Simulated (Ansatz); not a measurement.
The relaxed structure here is a generated cell of NbSi: the first start was made by placing the elements on the sites of a structure type, and the end was not matched to a known phase here, so it may be hypothetical.

The start is a generated trial cell of NbSi in the AFLOW prototype AB_hP12_194_af_bf (as in MoC). The cell and all atomic positions are relaxed at zero pressure with r2SCAN (plane waves to 500 eV, PAW, scalar-relativistic; Ansatz, an electronic-structure program). First-step values are on the input's coarse k-mesh.

Ansatz input (later rounds restart from its end on a renewed k-mesh):
Ansatz 0.2 input:
```yaml
crystal:
  lattice:
    - [3.7153073, 0, 0]
    - [-1.8576537, 3.2175505, 0]
    - [0, 0, 18.0334351]
  atoms:
    - { symbol: Si, position: [0, 0, 0.25] }
    - { symbol: Si, position: [0, 0, 0.75] }
    - { symbol: Si, position: [0.33333333, 0.66666667, 0.583] }
    - { symbol: Si, position: [0.66666667, 0.33333333, 0.083] }
    - { symbol: Si, position: [0.66666667, 0.33333333, 0.417] }
    - { symbol: Si, position: [0.33333333, 0.66666667, 0.917] }
    - { symbol: Nb, position: [0, 0, 0] }
    - { symbol: Nb, position: [0, 0, 0.5] }
    - { symbol: Nb, position: [0.33333333, 0.66666667, 0.166] }
    - { symbol: Nb, position: [0.66666667, 0.33333333, 0.666] }
    - { symbol: Nb, position: [0.66666667, 0.33333333, 0.834] }
    - { symbol: Nb, position: [0.33333333, 0.66666667, 0.334] }
basis: { ecutwfc: 500, ecutrho_ratio: 4, xc_grid: 4, fft_grid_basis: typed }
kpoints: { mp_grid: { grid: [6, 6, 1] } }
hamiltonian:
  xc: r2scan
  dispersion: none
  pseudopotentials: { kind: paw }
scf: { occupations: { method: fermi_dirac, width: 0.05 } }
relax: { f_tol: 0.01, max_steps: 100, cell: { stress_tol: 0.02 } }
output: { forces: true, stress: true }
```

Question: How large is the pressure on the unrelaxed cell, and of which sign?

Answer: -6 GPa (negative: the cell is under tension).

Question: By how much does the energy per atom fall from start to end?

Answer: 0.05 eV/atom.

Question: How does the volume change?

Answer: -5.0 %, from 17.96 to 17.06 Å³/atom.

Question: How do the shortest distances between atoms change?

Answer: The closest pairs of elements (up to four, under 3.6 Å), start → end: Nb–Si 2.62 → 2.51 Å; Nb–Nb 3.03 → 3.32 Å.

Question: Give the final cell and atomic positions.

Answer: 
Space group P6₃/mmc (No. 194); a = b = 3.617 Å, c = 18.071 Å, α = β = 90.00°, γ = 120.00°

```
atom  site  symmetry       x       y       z
----  ----  --------  ------  ------  ------
Si      2b      -6m2  0.0000  0.0000  0.2500
Si      4f       3m.  0.6667  0.3333  0.0816
Nb      2a      -3m.  0.0000  0.0000  0.0000
Nb      4f       3m.  0.3333  0.6667  0.1582
```

The space group stays P6₃/mmc (No. 194) (the run could not lower it); the end is AFLOW prototype AB_hP12_194_af_bf (as in MoC), with 12 atoms in the primitive cell. Final values are on a 12×12×2 k-mesh of the relaxed cell. No spin polarisation in the result.

The run could not lose the symmetry of its start: the end is stationary, and may be a saddle point rather than a minimum.
